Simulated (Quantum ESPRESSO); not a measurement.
Ag3Ti2WAl2, input and log of a self-consistent run

Simulated, not a measurement. The program is pw.x of Quantum ESPRESSO 7.5 (plane-wave density functional theory). The cell is made up: eight metal atoms on a hexagonal close-packed lattice, with elements, volume, strain and displacements drawn at random and not relaxed, so it may be unstable or far from any real phase. PseudoDojo standard norm-conserving files set the functional (PBE unless stated); there is no spin polarisation or spin-orbit coupling, the Fermi-Dirac width of 0.25 eV means electrons at about 2900 K, and the masses in the input are unused placeholders. Heavy elements are run without spin-orbit coupling, which real alloys of them have. A spin test at this wide smearing found no moment, but such smearing suppresses magnetism that the real alloy may have.

Input:

```
&control calculation='scf', pseudo_dir='./dojo.nc.sr.pbe.v0_5.standard.upf', outdir='./o', disk_io='minimal', tprnfor=.true., tstress=.true. /
&system ibrav=0, nat=8, ntyp=4, nbnd=63, ecutwfc=84.00895049, nosym=.true., tot_charge=0,
 occupations='smearing', smearing='fd', degauss=0.0183746611
/
&electrons conv_thr=1.470e-08, electron_maxstep=70, mixing_beta=0.5 /
ATOMIC_SPECIES
Ag 1.0 Ag.upf
Al 1.0 Al.upf
Ti 1.0 Ti.upf
W 1.0 W.upf
CELL_PARAMETERS angstrom
-0.011 -0.0091 -4.7234
-0.01 5.0223 0.0099
5.9591 -0.0115 0.0138
ATOMIC_POSITIONS angstrom
Ag 0.191 -0.0349 -0.0658
Ti 2.8963 0.0321 0.0612
Ag 1.3578 2.6033 -0.1499
W 4.4899 2.6155 -0.0298
Ti -0.0064 1.699 -2.311
Ag 2.9406 1.5898 -2.3324
Al 1.4596 4.0602 -2.2898
Al 4.4248 4.1232 -2.2
K_POINTS automatic
5 5 4 1 1 1
```

The log is shortened where brackets say so; the opening notice, blank lines, dates and the lines on written files are dropped, and the path of the files is cut. It prints rydbergs, bohrs and kilobars, and counts compression as positive stress. Its total energy is the free energy E - TS of the whole cell.

```
     Program PWSCF v.7.5
     Parallel version (MPI & OpenMP), running on       4 processor cores
     Number of MPI processes:                 4
     Threads/MPI process:                     1
     [start-up lines left out]
     bravais-lattice index     =            0
     lattice parameter (alat)  =       8.9260  a.u.
     unit-cell volume          =     953.9574 (a.u.)^3
     number of atoms/cell      =            8
     number of atomic types    =            4
     number of electrons       =       101.00
     number of Kohn-Sham states=           63
     kinetic-energy cutoff     =      84.0090  Ry
     charge density cutoff     =     336.0358  Ry
     scf convergence threshold =      1.5E-08
     mixing beta               =       0.5000
     number of iterations used =            8  plain     mixing
     Exchange-correlation= PBE
                           (   1   4   3   4   0   0   0)
     [axes and pseudopotential details left out]
   Cartesian axes
     site n.     atom                  positions (alat units)
         1        Ag     tau(   1) = (   0.0404368  -0.0073887  -0.0139306  )
         2        Ti     tau(   2) = (   0.6131784   0.0067959   0.0129567  )
         3        Ag     tau(   3) = (   0.2874611   0.5511471  -0.0317355  )
         4        W      tau(   4) = (   0.9505609   0.5537300  -0.0063090  )
         5        Ti     tau(   5) = (  -0.0013549   0.3596969  -0.4892640  )
         6        Ag     tau(   6) = (   0.6225572   0.3365780  -0.4937946  )
         7        Al     tau(   7) = (   0.3090133   0.8595887  -0.4847757  )
         8        Al     tau(   8) = (   0.9367785   0.8729265  -0.4657641  )
     number of k points=    50  Fermi-Dirac smearing, width (Ry)=  0.0184
                       cart. coord. in units 2pi/alat
        k(    1) = (   0.0994948   0.0944450  -0.1004141), wk =   0.0400000
        k(    2) = (   0.2976567   0.0948405  -0.1008764), wk =   0.0400000
     [further k points left out]
     Dense  grid:    99193 G-vectors     FFT dimensions: (  54,  60,  72)
     Estimated max dynamical RAM per process >     325.89 MB
     Estimated total dynamical RAM >       1.20 GB
     Initial potential from superposition of free atoms
     starting charge     100.9900, renormalised to     101.0000
     Starting wfcs are   68 randomized atomic wfcs
     total cpu time spent up to now is        5.0 secs
     per-process dynamical memory:   255.3 Mb
     Self-consistent Calculation
     iteration #  1     ecut=    84.01 Ry     beta= 0.50
     Davidson diagonalization with overlap
     ethr =  1.00E-02,  avg # of iterations =  3.6
     total cpu time spent up to now is       16.2 secs
     total energy              =   -1327.36512686 Ry
     estimated scf accuracy    <       2.01789688 Ry
     iteration #  2     ecut=    84.01 Ry     beta= 0.50
     Davidson diagonalization with overlap
     ethr =  2.00E-03,  avg # of iterations =  3.1
     total cpu time spent up to now is       28.2 secs
     total energy              =   -1327.74854726 Ry
     estimated scf accuracy    <       5.20080977 Ry
     iteration #  3     ecut=    84.01 Ry     beta= 0.50
     Davidson diagonalization with overlap
     ethr =  2.00E-03,  avg # of iterations =  3.1
     total cpu time spent up to now is       38.5 secs
     total energy              =   -1328.24720909 Ry
     estimated scf accuracy    <       2.05280118 Ry
     iteration #  4     ecut=    84.01 Ry     beta= 0.50
     Davidson diagonalization with overlap
     ethr =  2.00E-03,  avg # of iterations =  2.0
     total cpu time spent up to now is       47.3 secs
     total energy              =   -1328.39966273 Ry
     estimated scf accuracy    <       0.25524641 Ry
     iteration #  5     ecut=    84.01 Ry     beta= 0.50
     Davidson diagonalization with overlap
     ethr =  2.53E-04,  avg # of iterations =  2.1
     total cpu time spent up to now is       56.7 secs
     total energy              =   -1328.41055815 Ry
     estimated scf accuracy    <       0.35484540 Ry
     [iterations 6 to 11 left out]
     iteration # 12     ecut=    84.01 Ry     beta= 0.50
     Davidson diagonalization with overlap
     ethr =  9.97E-09,  avg # of iterations =  2.2
     total cpu time spent up to now is      125.5 secs
     total energy              =   -1328.43563771 Ry
     estimated scf accuracy    <       0.00000106 Ry
     iteration # 13     ecut=    84.01 Ry     beta= 0.50
     Davidson diagonalization with overlap
     ethr =  1.05E-09,  avg # of iterations =  4.4
     total cpu time spent up to now is      135.6 secs
     total energy              =   -1328.43563781 Ry
     estimated scf accuracy    <       0.00000012 Ry
     iteration # 14     ecut=    84.01 Ry     beta= 0.50
     Davidson diagonalization with overlap
     ethr =  1.23E-10,  avg # of iterations =  3.1
     total cpu time spent up to now is      146.0 secs
     total energy              =   -1328.43563782 Ry
     estimated scf accuracy    <       0.00000006 Ry
     iteration # 15     ecut=    84.01 Ry     beta= 0.50
     Davidson diagonalization with overlap
     ethr =  5.52E-11,  avg # of iterations =  2.1
     total cpu time spent up to now is      155.3 secs
     total energy              =   -1328.43563783 Ry
     estimated scf accuracy    <       0.00000004 Ry
     iteration # 16     ecut=    84.01 Ry     beta= 0.50
     Davidson diagonalization with overlap
     ethr =  3.55E-11,  avg # of iterations =  1.0
     total cpu time spent up to now is      163.6 secs
     End of self-consistent calculation
     [lines on levels left out]
!    total energy              =   -1328.43563782 Ry
     estimated scf accuracy    <          7.4E-09 Ry
     smearing contrib. (-TS)   =      -0.11181167 Ry
     internal energy E=F+TS    =   -1328.32382615 Ry
     The total energy is F=E-TS. E is the sum of the following terms:
     one-electron contribution =    -670.61421248 Ry
     hartree contribution      =     375.54697800 Ry
     xc contribution           =    -210.98199543 Ry
     ewald contribution        =    -822.27459625 Ry
     convergence has been achieved in  16 iterations
     Forces acting on atoms (cartesian axes, Ry/au):
     atom    1 type  1   force =    -0.04914365    0.03515683    0.02093656
     atom    2 type  3   force =     0.06579095    0.00529559    0.00010760
     atom    3 type  1   force =     0.04307759   -0.03533422    0.04510125
     atom    4 type  4   force =    -0.02776809   -0.00791769    0.02625397
     atom    5 type  3   force =    -0.04203847   -0.00830515   -0.02648043
     atom    6 type  1   force =     0.00715630   -0.00025431   -0.00869224
     atom    7 type  2   force =     0.00753463    0.01522944   -0.02541382
     atom    8 type  2   force =    -0.00460926   -0.00387049   -0.03181289
     Total force =     0.140550     Total SCF correction =     0.000208
     Computing stress (Cartesian axis) and pressure
          total   stress  (Ry/bohr**3)                   (kbar)     P=      -35.98
  -0.00021121   0.00012167   0.00003303          -31.07       17.90        4.86
   0.00012167  -0.00023084  -0.00002999           17.90      -33.96       -4.41
   0.00003303  -0.00002999  -0.00029175            4.86       -4.41      -42.92
     init_run     :      4.66s CPU      4.88s WALL (       1 calls)
     electrons    :    157.37s CPU    158.63s WALL (       1 calls)
     forces       :      1.76s CPU      1.78s WALL (       1 calls)
     stress       :      5.79s CPU      5.80s WALL (       1 calls)
     [timing details left out]
     PWSCF        :   2m49.70s CPU   2m51.22s WALL
     JOB DONE.
```

In other units: free energy -18074.288 eV for the cell, pressure -3.60 GPa, largest force component 1.692 eV/Å in size. The run took 173 s of wall time with four MPI processes on a shared machine (Intel Xeon, 2023 or later, virtual cores), so the time is rough. A rerun of this cell at a higher cutoff and on a denser mesh moved values by no more than 0.004 eV in energy, 0.04 GPa in stress and 0.003 eV/Å in force, and a second program with other atomic files agreed on that cell to 2 % rms in force and 0.5 GPa in pressure.